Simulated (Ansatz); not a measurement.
CsI (CsCl type, space group No. 221), a = b = c = 4.666 Å, α = β = γ = 90.00°.

Relaxed with DFT-PBE in the program Ansatz with PAW potentials. Indices refer to the conventional cell of Pm-3m, a = b = c = 4.6664 Å, α = β = γ = 90.00°.

Task: Simulate the powder diffraction pattern (Cu Kα, λ = 1.54184 Å; lines above 1 %) up to 2θ = 90°.

Result: Simulated powder pattern, Cu Kα, λ = 1.54184 Å (kinematic, ideal powder, no thermal factors, no anomalous dispersion; the 30 strongest lines at most, above 1 %, up to 2θ = 90°):

```
2θ (°)  d (Å)  I/Imax (%)          hkl
------  -----  ----------  -----------
27.02   3.300         100        (110)
38.59   2.333          19        (200)
47.74   1.905          41        (211)
55.71   1.650          13        (220)
62.99   1.476          18        (310)
69.82   1.347         4.4        (222)
76.36   1.247          21        (321)
82.73   1.167         2.1        (400)
89.00   1.100          11  (411)+(330)
```

The cell was relaxed with PBE under the symmetry of its start. Scalar-relativistic: spin–orbit coupling is off unless named, which matters more the heavier the elements.

Potentials: the later of the program's two PAW sets.
